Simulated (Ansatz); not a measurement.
CsCdBr3 in space group P6_3/mmc (No. 194; Cs on 2d, Cd on 2a, Br on 6h), LDA (plane waves, PAW; program Ansatz), all energies at zero smearing, with the estimated change up to a 700 eV cutoff added, with one set of potentials and settings (totals compare only within such a set). Cell of 10 atoms (2 Cs, 2 Cd, 6 Br): -43421.272 eV.

```json
[
 {"element": "Cs", "reference phase": "P6_3/mmc, 2 atoms in the cell", "E (eV/atom)": "-5504.8697"},
 {"element": "Cd", "reference phase": "P6_3/mmc, 2 atoms in the cell", "E (eV/atom)": "-8117.8923"},
 {"element": "Br", "reference phase": "Cmce, 4 atoms in the cell", "E (eV/atom)": "-2693.8442"}
]
```

Formation energy per atom, worked out: (-43421.272 − 2×(-5504.8697) − 2×(-8117.8923) − 6×(-2693.8442))/10 = -1.268 eV/atom (-122 kJ per mol of atoms), at 0 K, without zero-point energy or fitted corrections.

The workflow started from a Materials Project entry (that database holds measured and hypothetical structures alike); the Crystallography Open Database files this formula in space group No. 194, but the cells were not matched. Its standing as an ambient phase is unchecked. The LDA relaxation kept the symmetry of its start; phonons on a q-mesh show no instability. The references are the lowest solids computed at this level, not always the standard phases. Spin–orbit coupling is left out wherever it is not named.

Potentials: the later of the program's two PAW sets.
